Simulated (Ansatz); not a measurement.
Relaxed-ion elastic tensor of C in space group Ibam (No. 72; C on 8j, C on 4a) in GPa (Voigt order), r²SCAN (plane waves, PAW; program Ansatz); density 3.48 g/cm³, 5.72 Å³ per atom.

|  | 1 | 2 | 3 | 4 | 5 | 6 |
|---|---|---|---|---|---|---|
| 1 | 903 | 95.0 | 9.2 | 0.0 | 0.0 | 0.0 |
| 2 | 95.0 | 1060 | 4.7 | 0.0 | 0.0 | 0.0 |
| 3 | 9.2 | 4.7 | 1350 | 0.0 | 0.0 | 0.0 |
| 4 | 0.0 | 0.0 | 0.0 | 495 | 0.0 | 0.0 |
| 5 | 0.0 | 0.0 | 0.0 | 0.0 | 345 | 0.0 |
| 6 | 0.0 | 0.0 | 0.0 | 0.0 | 0.0 | 427 |

Problem. Is the crystal mechanically stable?

Solution. Yes: the smallest eigenvalue of C is 345 GPa.

Problem. Work out the Voigt, Reuss and Hill averages.

Solution. K_V = 392, K_R = 386, K_H = 389; G_V = 467, G_R = 448, G_H = 457 GPa.

Problem. Give Young's modulus, Poisson's ratio, Pugh's ratio and the universal anisotropy index.

Solution. E = 9KG/(3K + G) = 986 GPa; ν = 0.08; K/G = 0.85 (brittle by the Pugh limit of 1.75); A_U = 5G_V/G_R + K_V/K_R − 6 = 0.22.

Problem. Estimate the sound speeds and the Debye temperature.

Solution. v_l = √((K + 4G/3)/ρ) = 16900 m/s, v_t = √(G/ρ) = 11500 m/s, mean 12500 m/s; Θ = (h/k)(3n/4πV)^(1/3) v_m = 2080 K.

Problem. How much does each axis shrink under pressure?

Solution. Linear compressibilities β_i = Σ_j S_ij (j = 1 to 3): x 1.0, y 0.85, z 0.73 per TPa.

The start of the workflow was typed in or built on a structure type; neither database checked (COD, Materials Project) lists it. It is not the phase usual at ambient conditions (space group No. 194, 227). Symmetry was held in the r²SCAN relaxation; whether a distortion lowers the energy is not shown. The volume moved by 19 % from the start of the relaxation.

Potentials: the later of the program's two PAW sets.
